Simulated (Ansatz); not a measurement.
MnO (rock salt)

```xyz
2
Lattice="0.0000 2.2202 2.2202 2.2202 0.0000 2.2202 2.2202 2.2202 0.0000" Properties=species:S:1:pos:R:3 pbc="T T T"
O      0.0000     0.0000     0.0000
Mn     2.2202     2.2202     2.2202
```

The slice is a {111} plane (indices of the conventional cell) through the point (0.000, 0.000, 0.000) (fractional), spanned by u = [100] and v = [-1 2 0] in vectors of this cell: u (3.14 Å) and v (5.44 Å, at 90° to u). It covers one period; positions are fractions (u, v).

The numbers are results of PBE (plane waves to 420 eV, PAW, scalar-relativistic; Ansatz, an electronic-structure program), not measurements. k mesh 18×18×18. These are valence fields of a PAW run, semicore shells included where kept as valence: close to a nucleus they are smooth pseudo fields. MnO is run spin-polarised and with no Hubbard U; the real compound is an antiferromagnetic insulator, a state that this run doesn't describe. MnO was relaxed with its symmetry unable to fall. Relaxed MnO ends ferromagnetic. Other magnetic orders were not checked, so this need not be the ground state.

### Question
Predict the map of the ELF of the up spins on the slice.

### Answer
```
|xx@#:   :#@x|
|@@@+.   .+@@|
|%#+.     .+#|
|:.         .|
|            |
|     .:.    |
|   .+#%#+.  |
|  .+@@@@@+. |
|  :#@xxx@#: |
|  -%@xxx@%- |
|  :#@xxx@#: |
|  .+@@@@@+. |
|   .+#%#+.  |
|     .:.    |
|            |
|:.         .|
|%#+.     .+#|
|@@@+.   .+@@|
|xx@#:   :#@x|
|xx@%-   -%@x|
```
Scale: ten equal steps from 0.08 (start of ' ') to 0.82 (end of '@'), in the order ' .:-=+*#%@'. Values: ELF of the up spins. The map has 12 points along u (one character each, u = 0 at the left) and 20 along v (v = 0 in the bottom row). Points within 0.4 Å of a nucleus are blanked (x), as the pseudised field means little there.
